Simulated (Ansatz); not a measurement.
GdCd2 (P6/mmm); volume scaled by 1.18.

```yaml
crystal:
  lattice:
    - [5.24624, 0.00000, 0.00000]
    - [-2.62312, 4.54338, 0.00000]
    - [0.00000, 0.00000, 3.67824]
  atoms:
    - { symbol: Gd, position: [0.00000, 0.00000, 0.00000] }
    - { symbol: Cd, position: [0.66667, 0.33333, 0.50000] }
    - { symbol: Cd, position: [0.33333, 0.66667, 0.50000] }
```

The reference geometry is a structure from the Materials Project; nothing is relaxed.

Functional, mesh and filling: PBEsol, 8×8×10 k mesh, Fermi–Dirac smearing of 0.03 eV. LAPW is all-electron LAPW in Ansatz 0.2.0. Site moments are integrated in spheres about the atoms. Start moments (μB): Gd1 7.

Iteration by iteration:

```tsv
iteration	Harris–Foulkes energy less the last (meV)	density residual (eV)	M (μB)	∫|m| (μB)
1	-146.585	4.4e-01	7.3255	7.3425
2	144.276	1.7e-01	7.3609	7.3878
3	126.300	8.5e-02	7.3851	7.4144
4	59.970	2.6e-02	7.3931	7.4257
5	42.222	1.3e-02	7.3897	7.4215
6	8.972	1.8e-03	7.3606	7.3896
7	2.002	6.6e-05	7.3397	7.3678
8	0.303	2.7e-05	7.3207	7.3487
9	0.002	2.6e-06	7.3061	7.3343
10	0.000	1.1e-06	7.3049	7.3332
11	0.001	1.8e-07	7.3044	7.3328
12	0.000	4.0e-08	7.3053	7.3336
13	0.000	2.2e-08	7.3054	7.3337
14	0.000	2.2e-09	7.3056	7.3339
15	0.000	1.8e-10	7.3055	7.3338
```

Site moments (μB): Gd1 7.07, Cd2 0.00, Cd3 0.00. Cell moment 7.31 μB.

Without U a semilocal functional puts the f levels too near the Fermi level, which can change moments and the order of magnetic states; site and cell moments are spin moments. Spin–orbit coupling is left out although heavy atoms are present. With open f shells a run can end in a state that isn't the lowest. None of this fixes the real material's magnetic order: only patterns that fit the cell were computed, without spin fluctuations and on one mesh and smearing, with a functional that can overstate moments.
